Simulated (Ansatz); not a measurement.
# K₃Pd under strains and displacements

Method: Ansatz 0.2.0, DFT PBEsol, scalar-relativistic, plane waves, PAW.

Plane waves to 420 eV, a k mesh through Γ of 8×8×8 on the computed 4-atom cell and Gaussian smearing (0.10 eV); no spin polarisation.

Reference cell:

```
K Pd
1.0
     5.44501    0.00000    0.00000
     0.00000    5.44501    0.00000
     0.00000    0.00000    5.44501
K Pd
3 1
Direct
  0.50000 0.50000 0.00000
  0.50000 0.00000 0.50000
  0.00000 0.50000 0.50000
  0.00000 0.00000 0.00000
```

Each variant moves atoms of this cell by the vectors given, if any (Å), and then applies a symmetric strain (tensor components, Cartesian axes). The reference cell isn't relaxed at this level. Energies are per atom at zero smearing, counted from the lowest variant. Pressure is positive in compression.

1. strain (xx yy zz yz xz xy, %) 3.14 3.14 3.14 0.00 0.00 0.00
2. strain (xx yy zz yz xz xy, %) -1.72 -1.72 -1.72 0.00 0.00 0.00
3. strain (xx yy zz yz xz xy, %) 4.58 4.58 4.58 0.00 0.00 0.00
4. strain (xx yy zz yz xz xy, %) -3.94 -3.94 -3.94 0.00 0.00 0.00
5. strain (xx yy zz yz xz xy, %) 3.01 -2.99 -2.99 0.00 0.00 0.00; moves: K1 (-0.007, 0.000, 0.000); K2 (-0.007, 0.000, 0.000); K3 (0.091, 0.000, 0.000); Pd4 (-0.077, 0.000, 0.000)
6. strain (xx yy zz yz xz xy, %) -2.85 -2.85 -2.85 0.00 0.00 0.00

| variant | ΔE (meV/atom) | P (GPa) | largest force (eV/Å) | gap on mesh (eV) | space group |
| --- | --- | --- | --- | --- | --- |
| 1 | 31.5 | -1.21 | 0.00 | 0 | Pm-3m |
| 2 | 1.2 | -0.31 | 0.00 | 0 | Pm-3m |
| 3 | 46.7 | -1.38 | 0.00 | 0 | Pm-3m |
| 4 | 1.4 | 0.35 | 0.00 | 0 | Pm-3m |
| 5 | ? | ? | ? | ? | ? |
| 6 | ? | ? | ? | ? | ? |

Problem. Give the withheld rows.

Solution.
| variant | ΔE (meV/atom) | P (GPa) | largest force (eV/Å) | gap on mesh (eV) | space group |
| --- | --- | --- | --- | --- | --- |
| 5 | 9.1 | -0.46 | 0.20 | 0 | P4mm |
| 6 | 0.0 | 0.00 | 0.00 | 0 | Pm-3m |